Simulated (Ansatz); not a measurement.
Input and command of a calculation in Ansatz (plane waves; scalar-relativistic PAW potentials unless the input names others):

```yaml
crystal:
  lattice:
    - [2.40084823, 0.0, 0.0]
    - [-1.20042412, 2.07919556, 0.0]
    - [0.0, 0.0, 11.09641556]
  atoms:
    - { symbol: In, position: [0.6666666667, 0.3333333333, 0.5895266171] }
    - { symbol: In, position: [0.6666666667, 0.3333333333, 0.4104733829] }
    - { symbol: O, position: [0.0, 0.0, 0.6398766426] }
    - { symbol: O, position: [0.0, 0.0, 0.3601233574] }
basis:
  ecutwfc: 420
kpoints:
  mp_grid: { grid: [12, 12, 2] }
hamiltonian:
  xc: pbe
  dispersion: d3bj
scf:
  occupations: { method: gaussian, width: 0.05 }
  max_iter: 100
output:
  forces: true
  eigenvalues: true
  stress: true
```

```bash
ansatz run input.yaml --threads 1 --pin off --max-ram 2560MiB --backend cpu --events-out ev --progress --plain --runs-dir out
```

Abridged log:
```
Basis set: ecut = 420 eV, 1063 PW (Γ), exchange–correlation on 36×36×150 points (8 copies of the dense FFT grid, shifted against one another)
Bands: 23, of which v1, the nominal top of the filled ones, is band 19 counted from 1 (18 counted from 0)
Symmetry: 12 space group operations
k-points: 38 of 288 (time reversal used)
SCF iter   1: F=—  HF=-12271.221253 eV  |F-HF|=—  |Δ(HF+E_count)|=         —  Δρ=5.35e-2  dr2=3.81e0  ethr=1.77e-3  ⟨swp⟩=17.7  Hψ=9246  notcnv=0  defer=2
SCF iter   2: F=—  HF=-12269.672199 eV  |F-HF|=—  |Δ(HF+E_count)|=    1.55e0  Δρ=2.16e-2  dr2=6.44e-1  ethr=1.77e-3  ⟨swp⟩=7.9  Hψ=3126  notcnv=0  defer=7
SCF iter   3: F=—  HF=-12269.534368 eV  |F-HF|=—  |Δ(HF+E_count)|=   1.38e-1  Δρ=1.16e-2  dr2=6.99e-2  ethr=1.70e-3  ⟨swp⟩=5.1  Hψ=2611  notcnv=0  defer=4
SCF iter   4: F=—  HF=-12269.515877 eV  |F-HF|=—  |Δ(HF+E_count)|=   1.85e-2  Δρ=4.34e-3  dr2=1.37e-2  ethr=1.84e-4  ⟨swp⟩=6.0  Hψ=2613  notcnv=0  defer=8
SCF iter   5: F=—  HF=-12269.513640 eV  |F-HF|=—  |Δ(HF+E_count)|=   2.24e-3  Δρ=1.39e-3  dr2=2.28e-3  ethr=3.61e-5  ⟨swp⟩=5.2  Hψ=2547  notcnv=0  defer=4
SCF iter   6: F=—  HF=-12269.513155 eV  |F-HF|=—  |Δ(HF+E_count)|=   4.86e-4  Δρ=4.64e-4  dr2=4.51e-4  ethr=6.01e-6  ⟨swp⟩=4.8  Hψ=2251  notcnv=0  defer=3
SCF iter   7: F=—  HF=-12269.513823 eV  |F-HF|=—  |Δ(HF+E_count)|=   6.68e-4  Δρ=2.07e-4  dr2=1.48e-4  ethr=1.19e-6  ⟨swp⟩=3.6  Hψ=1598  notcnv=0  defer=2
SCF iter   8: F=—  HF=-12269.514007 eV  |F-HF|=—  |Δ(HF+E_count)|=   1.84e-4  Δρ=1.02e-4  dr2=1.34e-5  ethr=3.89e-7  ⟨swp⟩=2.6  Hψ=1269  notcnv=0  defer=2
SCF iter   9: F=—  HF=-12269.513978 eV  |F-HF|=—  |Δ(HF+E_count)|=   2.93e-5  Δρ=3.15e-5  dr2=8.35e-7  ethr=3.52e-8  ⟨swp⟩=2.9  Hψ=1739  notcnv=0  defer=2
SCF iter  10: F=-12269.513982 eV  HF=-12269.513982 eV  |F-HF|=1.28e-7  |Δ(HF+E_count)|=   3.62e-6  Δρ=7.65e-6  dr2=2.66e-8  ethr=2.63e-10  ⟨swp⟩=16.1  Hψ=8382  notcnv=0
SCF 1 converged in 10 iterations: F = -12269.513982 eV  dr2 = 2.66e-8
SCF converged after 10 iterations
Free energy (F): -12269.513982 eV
Harris-Foulkes:  -12269.513982 eV  (|F-HF|=1.28e-7)
Internal energy: -12269.513309 eV  (E = F + TS)
E sigma→0 (E₀):  -12269.513645 eV
Entropy (-TS):   -0.000673 eV (-0.168 meV/atom)
Fermi energy:    14.170158 eV
  E_disp       = -1.409112  (pairwise vdW)
--- Forces (eV/Å), atoms counted from 1 ---
  atom   1  In     0.00000000     0.00000000   -21.02311264
  atom   2  In     0.00000000     0.00000000    21.02311264
  atom   3  O      0.00000000     0.00000000    46.08488045
  atom   4  O      0.00000000     0.00000000   -46.08488045
--- Stress (GPa, compression-positive) ---
      573.216978       0.000000       0.000000
        0.000000     573.216978       0.000000
        0.000000       0.000000     292.490705
  P = ⅓ Tr σ = 479.6416 GPa (4796.416 kbar)
```

Problem. The run was meant for a cell not far from equilibrium. What is wrong with this input?

Solution. The fault is a lattice far too small (lattice vectors times 0.700). Setting it back cures it. The run converged all the same, with an energy at zero smearing 15.3 eV/atom above the reference's, pressure 479.64 GPa, largest force 46.085 eV/Å, no gap on the mesh, so convergence alone doesn't show that an input is right. A reference run of the cell with lattice vectors 3.4298 0.0000 0.0000; -1.7149 2.9703 0.0000; 0.0000 0.0000 15.8520 Å and the atoms in their places converged with pressure -0.02 GPa, largest force 0.002 eV/Å, gap on the mesh 0.44 eV.

The run took 8.3 s on 1 thread of Intel(R) Xeon(R) Platinum 8259CL CPU @ 2.50GHz (Skylake/Cascade Lake) (shared host), peak memory 0.36 GiB.